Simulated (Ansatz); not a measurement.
Relaxed-ion elastic tensor of NaCl (rock salt, Fm-3m) in GPa (Voigt order), plane-wave PAW LDA (Ansatz code); density 2.38 g/cm³, 20.39 Å³ per atom.

|  | 1 | 2 | 3 | 4 | 5 | 6 |
|---|---|---|---|---|---|---|
| 1 | 70.1 | 13.0 | 13.0 | 0.0 | 0.0 | 0.0 |
| 2 | 13.0 | 70.1 | 13.0 | 0.0 | 0.0 | 0.0 |
| 3 | 13.0 | 13.0 | 70.1 | 0.0 | 0.0 | 0.0 |
| 4 | 0.0 | 0.0 | 0.0 | 12.9 | 0.0 | 0.0 |
| 5 | 0.0 | 0.0 | 0.0 | 0.0 | 12.9 | 0.0 |
| 6 | 0.0 | 0.0 | 0.0 | 0.0 | 0.0 | 12.9 |

Q: Is the crystal mechanically stable?

A: Yes: the smallest eigenvalue of C is 12.9 GPa.

Q: Work out the Voigt, Reuss and Hill averages.

A: K_V = 32.1, K_R = 32.1, K_H = 32.1; G_V = 19.2, G_R = 16.5, G_H = 17.9 GPa.

Q: Give Young's modulus, Poisson's ratio, Pugh's ratio and the universal anisotropy index.

A: E = 9KG/(3K + G) = 45.2 GPa; ν = 0.27; K/G = 1.80 (near the Pugh limit of 1.75, no verdict); A_U = 5G_V/G_R + K_V/K_R − 6 = 0.79.

Q: Estimate the sound speeds and the Debye temperature.

A: v_l = √((K + 4G/3)/ρ) = 4850 m/s, v_t = √(G/ρ) = 2740 m/s, mean 3050 m/s; Θ = (h/k)(3n/4πV)^(1/3) v_m = 332 K.

Q: Give the Zener ratio and Young's modulus along [100], [110] and [111].

A: A = 2C44/(C11 − C12) = 0.45; 1/E = S11 − 2(S11 − S12 − S44/2)Γ with Γ = 0, 1/4, 1/3 gives 66.0, 38.8, 34.2 GPa.

Q: Solve the Christoffel equation for the three sound speeds along [100], [110], [111].

A: Eigenvalues of C_ijkl n_j n_l equal ρv². In km/s, slowest first: [100] 2.33, 2.33, 5.43; [110] 2.33, 3.46, 4.79; [111] 3.13, 3.13, 4.55.

The cell was relaxed with LDA under the symmetry of its start; phonons on a q-mesh show no instability.

Potentials: the earlier of the program's two PAW sets.
